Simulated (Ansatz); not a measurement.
The calculation used DFT PBE, scalar-relativistic, plane waves, PAW (Ansatz). All cells share a 420 eV cutoff and Γ-centred k meshes spaced at most about 0.3 Å⁻¹ (about 0.25 or finer for metals, 2π included). No spin polarisation in the final relaxations.

All energies are static (0 K, no zero-point motion).

Two relaxed structures of LiAg3Cl3:

A.

Space group Cm (No. 8). a = 14.412 Å, b = 3.550 Å, c = 6.785 Å, α = 90.00°, β = 115.06°, γ = 90.00°
| atom | site | symmetry | x | y | z |
| --- | --- | --- | --- | --- | --- |
| Li | 2a | m | 0.6444 | 0.0000 | 0.6338 |
| Ag | 2a | m | 0.5983 | 0.0000 | 0.1454 |
| Ag | 2a | m | 0.8911 | 0.5000 | 0.0535 |
| Ag | 2a | m | 0.9654 | 0.0000 | 0.8193 |
| Cl | 2a | m | 0.9677 | 0.5000 | 0.5391 |
| Cl | 2a | m | 0.6916 | 0.5000 | 0.4674 |
| Cl | 2a | m | 0.7473 | 0.0000 | 0.0081 |

B.

Space group Pm (No. 6). a = 6.915 Å, b = 3.382 Å, c = 7.023 Å, α = 90.00°, β = 118.67°, γ = 90.00°
| atom | site | symmetry | x | y | z |
| --- | --- | --- | --- | --- | --- |
| Li | 1b | m | 0.5499 | 0.5000 | 0.2219 |
| Ag | 1b | m | 0.9885 | 0.5000 | 0.1104 |
| Ag | 1b | m | 0.6156 | 0.5000 | 0.7031 |
| Ag | 1a | m | 0.9863 | 0.0000 | 0.7718 |
| Cl | 1b | m | 0.3180 | 0.5000 | 0.8441 |
| Cl | 1a | m | 0.8402 | 0.0000 | 0.3246 |
| Cl | 1a | m | 0.3681 | 0.0000 | 0.3575 |

Question: Which form is favoured at zero pressure, and by what margin per atom?

Answer: A is lower, by 10 meV/atom. A has space group Cm (No. 8), 22.5 Å³/atom and no gap on its mesh; B has space group Pm (No. 6), 20.6 Å³/atom and no gap. Counting Cl atoms around Ag and Li (those within 1.25 times the shortest such distance or 1.15 times the sum of covalent radii, 1.27 where that leaves under three; a plus sign parts nearer from farther groups; a slash parts the counts of unlike sites), A has Li 4, Ag 2/2+1/3 and B has Li 5, Ag 3/4. The lower one is the more open, so pressure narrows the difference. Both come from invented guesses.

For metals, differences of a few meV/atom aren't resolved. In Cm, Pm an odd number of electrons in the primitive cell allows no gap without spin; a larger cell or a magnetic state could open one. Cells relaxed within their symmetry can be saddle points. The Cm cell of LiAg3Cl3 came from shaking the Pm one.
